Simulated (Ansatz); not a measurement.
An Ansatz (a first-principles code) input:

Ansatz 0.2 input:
```yaml
crystal:
  lattice:
    - [4.3237110762, 0.0, 0.0]
    - [0.0, 4.3237110762, 0.0]
    - [0.0, 0.0, 4.3237110762]
  atoms:
    - { symbol: Cs, position: [0.0, 0.0, 0.0] }
    - { symbol: Br, position: [0.5, 0.5, 0.5] }
kpoints:
  mp_grid: { grid: [5, 5, 5] }
  band_path:
    path:
      - [[0.0, 0.0, 0.0], [0.0, 0.5, 0.0], [0.5, 0.5, 0.0], [0.0, 0.0, 0.0], [0.5, 0.5, 0.5], [0.0, 0.5, 0.0]]  # Γ-X-M-Γ-R-X
      - [[0.5, 0.5, 0.5], [0.5, 0.5, 0.0]]  # R-M
      - [VBM, CBM]
    npoints: 12
hamiltonian:
  xc: r2scan
  pseudopotentials: { kind: paw }
magnetization: { noncollinear: true, spin_orbit: true }
scf:
  n_extra_bands: 12
  convergence: { dr2_threshold: 0.0000000001 }
  occupations: { method: gaussian, width: 0.01 }
checkpoint: { write: soc.run }
output: { eigenvalues: true }
```

Problem. How many symmetry operations and irreducible k-points will the run report?

Solution. 48 operations, 10 of 125 k-points.

Problem. With a cutoff of 500 eV, how many plane waves at Γ?

Solution. 2103.

It took about 80 core-seconds (a rough figure) on shared server cores.

Space group Pm-3m (CsCl type). The cell was relaxed with r²SCAN under the symmetry of its start.

Potentials: the later of the program's two PAW sets.

Ansatz is a plane-wave DFT program.
